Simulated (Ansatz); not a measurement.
Clean, relaxed (110) surface of Ta, space group Fm-3m (No. 225) (top face towards +c; atoms held fixed, by place in the list: 1, 2, 3):

```xyz
6
Lattice="2.9526 0.0000 0.0000 0.0000 4.1756 0.0000 0.0000 0.0000 24.3815" Properties=species:S:1:pos:R:3 pbc="T T T"
Ta    1.4763    2.0878    8.5000
Ta    0.0000    0.0000    9.9763
Ta    1.4763    2.0878   11.4526
Ta    0.0000    0.0000   12.9133
Ta    1.4763    2.0878   14.4942
Ta    0.0000    0.0000   15.7143
```

Theory: Ansatz, DFT PBEsol, scalar-relativistic, plane waves, PAW. Cutoff 420 eV; k points 10×7×1 on the computed 6-atom cell (Γ-centred); Gaussian smearing, width 0.10 eV; no spin polarisation. A dipole correction removes the field between periodic images along c.

E_ads counts from the clean slab and the free adsorbate (spin-polarised where it has unpaired electrons); negative means bound. With the adsorbate the cell is lengthened along c to keep the vacuum.

**Question.** C (atom) is put at the bridge (Ta-Ta) at (0.00, 0.50) site, one adsorbate per 12.3 Å². What structure does it relax to?

**Answer.** E_ads = -8.45 eV. Contacts: C–Ta 2.08 Å, C–Ta 2.09 Å.

```yaml
crystal:
  lattice:
    - [2.95259, 0.00000, 0.00000]
    - [0.00000, 4.17559, 0.00000]
    - [0.00000, 0.00000, 26.38147]
  atoms:
    - { symbol: Ta, position: [0.50000, 0.50000, 0.32220] }
    - { symbol: Ta, position: [0.00000, 0.00000, 0.37816] }
    - { symbol: Ta, position: [0.50000, 0.50000, 0.43411] }
    - { symbol: Ta, position: [0.00000, 0.00000, 0.49208] }
    - { symbol: Ta, position: [0.50000, 0.50000, 0.55134] }
    - { symbol: Ta, position: [0.00000, 0.00000, 0.60822] }
    - { symbol: C, position: [0.00000, 0.50000, 0.60718] }
```

Each end is the local minimum or symmetric point that its start leads to. This isn't the usual crystal structure of Ta. The slab is only 7.4 Å thick, so the energies aren't converged with thickness.

The adsorbed runs have no spin polarisation, so weakly bound open-shell ends lie too high.